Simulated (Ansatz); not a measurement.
Single point in Ansatz 0.2.0 with r2SCAN, no spin polarisation. Cutoff 500 eV, PAW datasets, 9×9×4 Γ-centred k mesh, fermi-dirac filling (width 0.0115 eV).

Computed maps in the lattice plane spanned by a (left to right, 3.92 Å, 12 points from zero) and b (bottom to top, 3.92 Å, 12 points from zero), 90° apart, at height 0.500 along c. The fields are smooth PAW ones with compensation charges, not the true ones near nuclei.

Valence density. Digits on a logarithmic scale: 0 up to 0.03 e/Å³, each further digit a factor of 1.6, 9 from 1.3 e/Å³ up:
```
689998655555
799999755555
799999755455
799999755555
689998655555
567776567776
655555689998
755555799999
755455799999
755555799999
655555689998
567776567776
```

ELF. Ten even steps from '0' (0.15) to '9' (0.53):
```
059995000000
299699202320
396169303430
299699202320
059995000000
002320002320
000000059995
202320299699
303430396169
202320299699
000000059995
002320002320
```

Question: The cell is FePdSO. Which atoms lie within 0.2 Å of this plane, and where (fractions of a and b)?

Answer: Pd at (0.75, 0.25), Pd at (0.25, 0.75). The whole cell:
```xyz
8
Lattice="3.9170 0.0000 0.0000 0.0000 3.9170 0.0000 0.0000 0.0000 8.8601" Properties=species:S:1:pos:R:3 pbc="T T T"
Pd    2.9377    0.9792    4.4300
Pd    0.9792    2.9377    4.4300
S     0.9792    0.9792    3.0496
S     2.9377    2.9377    5.8104
Fe    0.9792    2.9377    0.0000
Fe    2.9377    0.9792    0.0000
O     0.9792    0.9792    8.2009
O     2.9377    2.9377    0.6592
```

Origin: a known structure type with other elements, at an estimated volume, so it need not be a known compound. Caveats: no spin polarisation, so a magnetic state may lie lower.
